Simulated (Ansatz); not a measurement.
NbP:
```yaml
crystal:
  lattice:
    - [5.58921, 0.00000, 0.00000]
    - [-2.79460, 4.84040, 0.00000]
    - [0.00000, 0.00000, 4.01105]
  atoms:
    - { symbol: Nb, position: [0.50000, 0.00000, 0.00000] }
    - { symbol: Nb, position: [0.50000, 0.50000, 0.00000] }
    - { symbol: Nb, position: [0.00000, 0.50000, 0.00000] }
    - { symbol: P, position: [0.00000, 0.00000, 0.00000] }
    - { symbol: P, position: [0.33333, 0.66667, 0.50000] }
    - { symbol: P, position: [0.66667, 0.33333, 0.50000] }
```

Relaxed with PBE. Special points in fractions of this cell's reciprocal vectors: Γ (0.000, 0.000, 0.000); M (0.500, 0.000, 0.000); K (0.333, 0.333, 0.000); A (0.000, 0.000, 0.500); L (0.500, 0.000, 0.500); H (0.333, 0.333, 0.500).

Q: List the band energies nearest the Fermi level at these points for DFT-PBE in the program Ansatz with PAW potentials.

A: In eV from the Fermi level; about four levels below and three above (degenerate sets whole), none deeper than 8.9 eV; points with the same levels are listed once.

| k | below | above |
|---|---|---|
| Γ | -2.63 -2.63 -2.63 -1.51 -1.51 -0.04 | 0.17 0.17 1.16 |
| M | -1.88 -0.43 -0.19 -0.04 | 0.89 1.08 1.46 |
| K | -2.52 -2.20 -1.66 -1.66 | 0.26 0.26 0.70 |
| A | -2.21 -2.21 -2.10 -1.47 | 0.73 0.73 0.86 0.86 |
| L | -1.76 -1.35 -0.62 -0.47 | 0.31 0.39 0.77 |
| H | -1.81 -1.32 -0.32 -0.32 | 0.59 0.59 0.66 0.66 |

Space group P6/mmm. A made-up cell: these elements were put on the sites of a structure type; neither database checked (COD, Materials Project) lists it. COD files the formula under space group No. 141, so this cell is another polymorph or a model. Its standing as an ambient phase is unchecked. The cell was relaxed with PBE under the symmetry of its start; whether a distortion lowers the energy is not shown. The run is not spin-polarised. Scalar-relativistic: spin–orbit coupling is off unless named, which matters more the heavier the elements.

Potentials: the later of the program's two PAW sets.
